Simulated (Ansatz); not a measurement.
PtS₂:
```
CELL_PARAMETERS angstrom
      3.54820     0.00000     0.00000
     -1.77410     3.07283     0.00000
      0.00000     0.00000     5.61453
ATOMIC_POSITIONS crystal
  Pt 0.00000 0.00000 0.00000
  S  0.66667 0.33333 0.78029
  S  0.33333 0.66667 0.21971
```

Relaxed with r²SCAN. Special points in fractions of this cell's reciprocal vectors: Γ (0.000, 0.000, 0.000); M (0.500, 0.000, 0.000); K (0.333, 0.333, 0.000); A (0.000, 0.000, 0.500); L (0.500, 0.000, 0.500); H (0.333, 0.333, 0.500).

**Question.** List the band energies nearest the valence-band maximum at these points for r²SCAN (plane waves, PAW; program Ansatz).

**Answer.** In eV from the valence-band maximum; about four levels below and three above (degenerate sets whole), none deeper than 8.9 eV; points with the same levels are listed once.

```csv
k,below,above
Γ,-1.64 -0.72 -0.72 -0.20,2.87 2.87 5.94
M,-2.71 -2.63 -2.45 -2.14,2.31 2.93 5.83
K,-3.15 -2.64 -1.14 -1.14,1.54 1.54 6.13
A,-1.97 -0.94 -0.80 -0.80,3.08 3.08 6.22
L,-2.79 -2.48 -2.37 -1.44,2.55 2.75 5.51
H,-3.12 -3.07 -1.44 -1.44,2.31 2.31 7.51
```

Space group P-3m1 (CdI2 type). Symmetry was held in the r²SCAN relaxation. No spin polarisation was allowed. A crystal of weakly bound layers computed without a dispersion correction: the cell and the soft elastic constants depend strongly on that. Spin–orbit coupling is left out wherever it is not named.

Potentials: the earlier of the program's two PAW sets.
